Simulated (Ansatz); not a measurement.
### Question
Name crystals whose computed values (LDA (plane waves, PAW; program Ansatz)) fall in these windows: electron conductivity mass (mₑ) 1.2 to 1.5; B₀ by P(V) fit (GPa) 150 to 200.

### Answer


| crystal | electron conductivity mass (mₑ) | B₀ by P(V) fit (GPa) |
|---|---|---|
| Al2Ru, Fddd (Al on 16f, Ru on 8b) | 1.4 | 187 |
Others may fit too.

Standing as an ambient phase not checked: Al2Ru, Fddd (Al on 16f, Ru on 8b). Perhaps ordered models of mixed-site phases: Al2Ru, Fddd (Al on 16f, Ru on 8b). The cell was relaxed under the symmetry of its start. Rows with no word on spin ran without spin polarisation. Spin–orbit coupling is left out wherever it is not named.

Potentials: the later of the program's two PAW sets.
